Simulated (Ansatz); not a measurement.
The relaxed structure here is a generated cell of MoRu: the first start was made by placing the elements on the sites of a structure type, and the end was not matched to a known phase here, so it may be hypothetical.

A relaxed cell of MoRu (P-3m1 (No. 164)), relaxed on a k-mesh at least as fine as the one used below. These are PBEsol (plane waves to 420 eV, PAW, scalar-relativistic; Ansatz, an electronic-structure program) values and carry that method's errors. Γ-centred k-mesh 5×10×6 on the run's cell (coarser than for final values), Fermi–Dirac smearing 0.05 eV.

```yaml
crystal:
  lattice:
    - [7.30911, 0.00000, 0.00000]
    - [-1.82728, 3.16494, 0.00000]
    - [0.00000, 0.00000, 5.77479]
  atoms:
    - { symbol: Ru, position: [0.16667, 0.66667, 0.36564] }
    - { symbol: Ru, position: [0.66667, 0.66667, 0.36564] }
    - { symbol: Ru, position: [0.33333, 0.33333, 0.63436] }
    - { symbol: Ru, position: [0.83333, 0.33333, 0.63436] }
    - { symbol: Mo, position: [0.16667, 0.66667, 0.86488] }
    - { symbol: Mo, position: [0.66667, 0.66667, 0.86488] }
    - { symbol: Mo, position: [0.33333, 0.33333, 0.13512] }
    - { symbol: Mo, position: [0.83333, 0.33333, 0.13512] }
```

The atoms are displaced along an unstable phonon of this cell by (Å):

```csv
atom,ux,uy,uz
Ru1,0.073,-0.126,0.000
Ru2,-0.073,0.126,0.000
Ru3,0.073,-0.126,0.000
Ru4,-0.073,0.126,0.000
Mo5,0.075,-0.130,0.000
Mo6,-0.075,0.130,0.000
Mo7,0.075,-0.130,0.000
Mo8,-0.075,0.130,0.000
```

Task: What forces (eV/Å) and pressure result?

Result: 
```json
[
 {"atom": "Ru1", "Fx": "-0.04", "Fy": "-0.20", "Fz": "-0.01"},
 {"atom": "Ru2", "Fx": "-0.19", "Fy": "0.07", "Fz": "-0.01"},
 {"atom": "Ru3", "Fx": "0.19", "Fy": "-0.07", "Fz": "0.01"},
 {"atom": "Ru4", "Fx": "0.04", "Fy": "0.20", "Fz": "0.01"},
 {"atom": "Mo5", "Fx": "-0.07", "Fy": "-0.25", "Fz": "0.00"},
 {"atom": "Mo6", "Fx": "-0.25", "Fy": "0.06", "Fz": "0.00"},
 {"atom": "Mo7", "Fx": "0.25", "Fy": "-0.06", "Fz": "0.00"},
 {"atom": "Mo8", "Fx": "0.07", "Fy": "0.25", "Fz": "0.00"}
]
```

Pressure -1.2 GPa.

The undisplaced cell is probably no minimum: from this displacement the run went on to Pmmn (No. 59), 0.55 eV/atom below it.

No spin polarisation in the result.
